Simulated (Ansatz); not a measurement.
LiCl (rock salt), relaxed and computed with several functionals in Ansatz (plane waves, PAW).

| functional | a (Å) | gap (eV) | B₀ by P(V) fit (GPa) |
|---|---|---|---|
| PBE | ? | ? | ? |
| HSE06 | 5.114 | 7.78 | 33.5 |
| LDA | 4.964 | 6.48 | 40.8 |
| r²SCAN | 5.112 | 7.29 | 34.8 |

### Question
Complete the blanks.

### Answer

- PBE, a (Å): 5.150
- PBE, gap (eV): 6.26
- PBE, B₀ by P(V) fit (GPa): 31.8

All cells were relaxed under the symmetry of their starts (and spin orders); stability against distortions was not tested throughout.

Potentials: the later of the program's two PAW sets.

Ansatz (an electronic-structure program) is a plane-wave DFT program.
